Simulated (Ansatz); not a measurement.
Values for one crystal, relaxed and computed with PBEsol (plane waves, PAW; program Ansatz); other levels are named.

- Volume per atom: 17.12 Å³
- Electronic character: metallic (no gap)
- Density of states at the Fermi level: 0.37 states/eV per atom (mean over ±0.08 eV)
- Formation energy from the elements (no fitted shifts): -0.90 eV/atom
- Pressure derivative B′: 4.9
- Bulk modulus (Birch–Murnaghan fit): 118 GPa

**Question.** Which of these materials gives this?
A) SrP2Pd2, I4/mmm (P on 4e, Pd on 4d, Sr on 2a)
B) MoP, P-6m2 (Mo on 1a, P on 1f)
C) Nb4N3, I4/mmm (Nb on 4c, Nb on 4e, N on 4d, N on 2a)
D) SrGa2H2, P-3m1 (Ga on 2d, H on 2d, Sr on 1a)

**Answer.** A, SrP2Pd2, I4/mmm (P on 4e, Pd on 4d, Sr on 2a)

The workflow started from an entry of the Crystallography Open Database (COD). Its standing as an ambient phase is unchecked. Symmetry was held in the PBEsol relaxation; whether a distortion lowers the energy is not shown. The run is not spin-polarised. The references are the lowest solids computed at this level, not always the standard phases. Spin–orbit coupling is left out wherever it is not named.

Potentials: the later of the program's two PAW sets.
